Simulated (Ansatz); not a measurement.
The relaxed structure here is a generated cell of Nb2C: the first start was made by a random draw of sites in a space group, and the end was not matched to a known phase here, so it may be hypothetical.

One stationary structure of Nb$_{2}$C. Space group C2/m (No. 12). Level of theory: PBEsol (plane waves to 420 eV, PAW, scalar-relativistic; Ansatz, a quantum-chemistry and plane-wave program).

```cif
data_C3Nb6
_chemical_formula_sum 'C3 Nb6'
_space_group_name_H-M_alt 'P 1'
_space_group_IT_number 1
_cell_length_a 3.06412
_cell_length_b 5.45221
_cell_length_c 7.64822
_cell_angle_alpha 97.965
_cell_angle_beta 101.554
_cell_angle_gamma 90.018
loop_
_space_group_symop_operation_xyz
  'x, y, z'
loop_
_atom_site_label
_atom_site_type_symbol
_atom_site_fract_x
_atom_site_fract_y
_atom_site_fract_z
_atom_site_occupancy
C1 C 0.50000 0.00000 0.00000 1
C2 C 0.16511 0.56408 0.32991 1
C3 C 0.83489 0.43592 0.67009 1
Nb1 Nb 0.57907 0.37534 0.15794 1
Nb2 Nb 0.08539 0.87835 0.17074 1
Nb3 Nb 0.75287 0.74036 0.50545 1
Nb4 Nb 0.42093 0.62466 0.84206 1
Nb5 Nb 0.91461 0.12165 0.82926 1
Nb6 Nb 0.24713 0.25964 0.49455 1
```

```yaml
volume_per_atom: 13.77 Å³
band_gap: no gap (metallic)
shortest_distances: C–Nb 2.15 Å; Nb–Nb 2.89 Å; C–C 3.06 Å
k-mesh: 14×8×6
```

No spin polarisation in the result.

It was reached from a disturbed copy of a P6/mmm (No. 191) cell, against which it lies -1.23 eV/atom.
